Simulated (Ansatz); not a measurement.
A geometry of SnO2 away from equilibrium: step 27 of the relaxation of a generated cell, SnO2 placed in the AFLOW prototype A2B_oP12_62_2c_c (C37, as in Co2Si). Method: r2SCAN (plane waves to 500 eV, PAW, scalar-relativistic; Ansatz, a quantum-chemistry and plane-wave program). Γ-centred k-mesh 4×5×3 on the run's cell (coarser than for final values), Fermi–Dirac smearing 0.05 eV.

```
CELL_PARAMETERS angstrom
      4.04863     0.00000     0.00000
      0.00000     4.04053     0.00000
      0.00000     0.00000     9.77672
ATOMIC_POSITIONS crystal
  O  0.50002 0.25000 0.91654
  O  0.00002 0.25000 0.58346
  O  0.49998 0.75000 0.08346
  O  0.99998 0.75000 0.41654
  O  0.99997 0.25000 0.16646
  O  0.49997 0.25000 0.33354
  O  0.00003 0.75000 0.83354
  O  0.50003 0.75000 0.66646
  Sn 0.49997 0.25000 0.12512
  Sn 0.99997 0.25000 0.37488
  Sn 0.50003 0.75000 0.87488
  Sn 0.00003 0.75000 0.62512
```

Task: What forces act on the atoms (eV/Å)?

Result: 
| atom | Fx | Fy | Fz |
|---|---|---|---|
| O1 | 0.00 | 0.00 | -0.06 |
| O2 | 0.00 | 0.00 | 0.06 |
| O3 | 0.00 | 0.00 | 0.06 |
| O4 | 0.00 | 0.00 | -0.06 |
| O5 | 0.00 | 0.00 | -0.06 |
| O6 | 0.00 | 0.00 | 0.06 |
| O7 | 0.00 | 0.00 | 0.06 |
| O8 | 0.00 | 0.00 | -0.06 |
| Sn9 | 0.00 | 0.00 | 0.00 |
| Sn10 | 0.00 | 0.00 | 0.00 |
| Sn11 | 0.00 | 0.00 | 0.00 |
| Sn12 | 0.00 | 0.00 | 0.00 |

Task: What is the pressure?

Result: +2.6 GPa, compression positive.

No spin polarisation in the result.

The run could not lose the symmetry of its start.

The first start was generated by placing the elements on the sites of a structure type. Materials Project lists a structure of SnO2 in the same space group, I4₁/amd (No. 141); the sites were not compared with it, nor with measured phases. Known forms of SnO2 include space group No. 136.
